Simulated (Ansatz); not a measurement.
HfN:
```
CELL_PARAMETERS angstrom
      0.00000     2.27394     2.27394
      2.27394     0.00000     2.27394
      2.27394     2.27394     0.00000
ATOMIC_POSITIONS crystal
  Hf 0.00000 0.00000 0.00000
  N  0.50000 0.50000 0.50000
```

Relaxed with PBE. Special points in fractions of this cell's reciprocal vectors: Γ (0.000, 0.000, 0.000); X (0.500, 0.000, 0.500); U (0.625, 0.250, 0.625); K (0.375, 0.375, 0.750); L (0.500, 0.500, 0.500); W (0.500, 0.250, 0.750).

Q: List the band energies nearest the Fermi level at these points for plane-wave PAW PBE (Ansatz code).

A: In eV from the Fermi level; about four levels below and three above (degenerate sets whole), none deeper than 8.9 eV; … stands for higher levels left out; points with the same levels are listed once.

```tsv
k	below	above
Γ	-2.95 -2.95 -2.95 -0.38 -0.38 -0.38	1.54 …
X	-5.47 -3.77 -3.67 -3.67	3.95 5.31 5.33 5.33
U	-6.31 -5.57 -4.93 -0.85	3.74 4.30 5.77
L	-8.82 -6.15 -6.15	3.13 3.56 3.56
W	-6.09 -5.49 -5.49	1.08 1.08 5.30
```

Space group Fm-3m (rock salt). Symmetry was held in the PBE relaxation. No spin polarisation was allowed. With an odd number of electrons in the cell and no spin polarisation, the count alone makes it a metal. Spin–orbit coupling is left out wherever it is not named.

Potentials: the earlier of the program's two PAW sets.
